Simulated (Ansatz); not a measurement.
One crystal and one scan (scan of one atom of the cell) at two levels, PBEsol (plane waves to 420 eV, PAW, scalar-relativistic; Ansatz, an electronic-structure program) and PBE (plane waves to 420 eV, PAW, scalar-relativistic; Ansatz), each from its own relaxed cell and on its own mesh. The cell shown is that of PBEsol.

Starting cell, Ir (fcc, Cu type):

```xyz
4
Lattice="3.8305 0.0000 0.0000 0.0000 3.8305 0.0000 0.0000 0.0000 3.8305" Properties=species:S:1:pos:R:3 pbc="T T T"
Ir     0.0000     0.0000     0.0000
Ir     1.9152     1.9152     0.0000
Ir     1.9152     0.0000     1.9152
Ir     0.0000     1.9152     1.9152
```

In each cell atom 3 (Ir, nearest neighbour Ir at 2.709 Å; its periodic images, 3.8 Å or more away, move with it) moves by s·(0.707, 0.707, 0.000) (along Cartesian [110]), the rest being held.

Energies are smeared free energies. Ir is run without spin polarisation. Ir was relaxed with its symmetry unable to fall. Spin-orbit coupling is left out, though Ir is heavy. (PBE) Left out: 4 of 11 points, with atoms too close for the PAW data. (PBEsol) Left out: 4 of 11 points, with atoms too close for the PAW data. With partly filled bands, energies and forces of such displacements shift with the k mesh and the smearing. Percentages come from the unrounded values.

Results of PBEsol:

```
Item                                                                                                                       Value
----------------------------------------------------------------  --------------------------------------------------------------
Lattice constant a (Å)                                                                                                     3.830
Force constant k = d²E/ds² at s = 0 (finite differences) (eV/Å²)                                                           14.58
Shape of the curve                                                a single well with its minimum at or next to zero displacement
```

### Question
Estimate the PBE values.

### Answer
```
quantity                                                            PBE     PBEsol − PBE
----------------------------------------------------------------  -----  ---------------
Lattice constant a (Å)                                            3.871  -0.041 (-1.0 %)
Force constant k = d²E/ds² at s = 0 (finite differences) (eV/Å²)  13.03    +1.55 (+12 %)
```

PBEsol gives the higher value for: force constant k = d²E/ds² at s = 0. PBEsol gives the lower value for: lattice constant a. Both give the same shape of the curve: a single well with its minimum at or next to zero displacement.

(A displaced cell: forces are minus the slopes of the energy, force constants its curvatures, and phonons follow from these.)
